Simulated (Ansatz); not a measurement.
One crystal and one scan (energy against volume) at two levels, PBE (plane waves to 420 eV, PAW, scalar-relativistic; Ansatz, an electronic-structure program) and r2SCAN (plane waves to 500 eV, PAW, scalar-relativistic; Ansatz), each from its own relaxed cell and on its own mesh. The cell shown is that of PBE.

CsCl (CsCl type)

```yaml
crystal:
  lattice:
    - [4.20527, 0.00000, 0.00000]
    - [0.00000, 4.20527, 0.00000]
    - [0.00000, 0.00000, 4.20527]
  atoms:
    - { symbol: Cs, position: [0.00000, 0.00000, 0.00000] }
    - { symbol: Cl, position: [0.50000, 0.50000, 0.50000] }
```

Equation-of-state scan: isotropic scaling of the cell above, V₀ being its volume. Symmetry pins the atoms to their sites.

E stands for the smeared free energy. CsCl was relaxed with its symmetry unable to fall. Both scans cover V/V₀ from 0.840 to 1.160.

ΔE (meV/atom), each from the relaxed starting cell of its own level:

```
V/V₀    PBE    r2SCAN
-----  ----  --------
0.840  61.3      74.3
0.867  40.0      48.4
0.893  24.1      29.1
0.920  12.8      15.4
0.947   5.4       6.5
0.973   1.3       1.5
1.000   0.0       0.0
1.027   1.1       1.4
1.053   4.2       5.2
1.080   9.0  withheld
1.107  15.3      18.7
1.133  22.8      27.8
1.160  31.4      38.1
```

Question: Estimate the r2SCAN value at 1.080 from the PBE value there and the ratio of the two levels in the two nearest given rows on that side of the minimum.

Answer: At 1.053 and 1.107 the ratio r2SCAN/PBE averages 1.230, which gives 1.230 × 9.0 = 11.1 meV/atom. The calculation gives 11.0 meV/atom, +22.2 % against PBE.

(Under strain, the slope of the energy per volume gives the stress and its curvature an elastic modulus.)
